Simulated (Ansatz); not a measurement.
PtPb:
```cif
data_Pb2Pt2
_chemical_formula_sum 'Pb2 Pt2'
_space_group_name_H-M_alt 'P63/mmc'
_space_group_IT_number 194
_space_group_name_Hall '-P 6c 2c'
_cell_length_a 3.81891
_cell_length_b 3.81891
_cell_length_c 7.19590
_cell_angle_alpha 90.000
_cell_angle_beta 90.000
_cell_angle_gamma 120.000
loop_
_atom_site_label
_atom_site_type_symbol
_atom_site_symmetry_multiplicity
_atom_site_Wyckoff_symbol
_atom_site_fract_x
_atom_site_fract_y
_atom_site_fract_z
_atom_site_occupancy
Pb1 Pb 2 a 0.00000 0.00000 0.00000 1
Pt1 Pt 2 c 0.33333 0.66667 0.25000 1
```

Relaxed at zero pressure with r²SCAN (plane waves, PAW; program Ansatz).

Q: The volume is raised by 3 % and shape and atoms relax at that volume. What pressure results, and how do the axes share the change?

A: -2.2 GPa; a 1.7 %, b 1.7 %, c -0.4 %; the energy rises by 5 meV/atom.

Q: Give the new structure.

A: 
Space group P6₃/mmc (No. 194); a = b = 3.884 Å, c = 7.165 Å, α = β = 90.00°, γ = 120.00°

| atom | site | symmetry | x | y | z |
|---|---|---|---|---|---|
| Pb | 2a | -3m. | 0.0000 | 0.0000 | 0.0000 |
| Pt | 2c | -6m2 | 0.3333 | 0.6667 | 0.2500 |

The phase is kept; no other phase was compared at this pressure.

Space group P6_3/mmc (NiAs type). The workflow started from an entry of the Crystallography Open Database (COD). Whether it is the stable phase at ambient conditions was not checked. The cell was relaxed with r²SCAN under the symmetry of its start; its stability against distortions is not shown here. The run is not spin-polarised. Axis ratios of metals converge slowly with the k-mesh, so a and c are less sure than the volume. Spin–orbit coupling is left out wherever it is not named.

Potentials: the later of the program's two PAW sets.
